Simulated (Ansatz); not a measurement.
**Question.** Name crystals whose computed values (the program Ansatz at the LDA level (PAW)) fall in these windows: ε0 14 to 18; electron conductivity mass (mₑ) 0.23 to 0.31; highest Γ mode, no LO–TO term (cm⁻¹) 440 to 530.

**Answer.** 

```tsv
crystal	ε0	electron conductivity mass (mₑ)	highest Γ mode, no LO–TO term (cm⁻¹)
SnO, Pmn2_1 (Sn on 2a, O on 2a)	15.9	0.29	480
```
Others may fit too.

Not the usual ambient phase: SnO, Pmn2_1 (Sn on 2a, O on 2a). Weakly bound layers, chains or molecules computed without a dispersion correction, so cells and soft constants are ill determined: SnO, Pmn2_1 (Sn on 2a, O on 2a). The cell was relaxed under the symmetry of its start. Scalar-relativistic: spin–orbit coupling is off unless named, which matters more the heavier the elements.

Potentials: the later of the program's two PAW sets.
